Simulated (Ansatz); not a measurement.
Be3N2:
```
CELL_PARAMETERS angstrom
      2.83637     0.00000     0.00000
     -1.41819     2.45637     0.00000
      0.00000     0.00000     9.72723
ATOMIC_POSITIONS crystal
  Be 0.33333 0.66667 0.07822
  Be 0.66667 0.33333 0.92178
  Be 0.66667 0.33333 0.57822
  Be 0.33333 0.66667 0.42178
  Be 0.00000 0.00000 0.25000
  Be 0.00000 0.00000 0.75000
  N  0.00000 0.00000 0.00000
  N  0.00000 0.00000 0.50000
  N  0.33333 0.66667 0.25000
  N  0.66667 0.33333 0.75000
```

This is the r²SCAN-relaxed structure. Cartesian axes are those of the cell as given.

All from the program Ansatz at the r²SCAN level (PAW), unless another level is named. Give the elastic constants (relaxed ions, GPa).

C11 = 501, C12 = 128, C13 = 75.0, C33 = 456, C44 = 184.

And the zero-point energy?

114.9 meV/atom.

Predict the vibrational entropy at 300 K.

7.9 J/(K·mol of atoms).

Space group P6_3/mmc. The workflow started from a Materials Project entry (that database holds measured and hypothetical structures alike); the Crystallography Open Database copy checked does not list it. COD files the formula under space group No. 206. Its standing as an ambient phase is unchecked. The cell was relaxed with r²SCAN under the symmetry of its start; its stability against distortions is not shown here.

Potentials: the later of the program's two PAW sets.
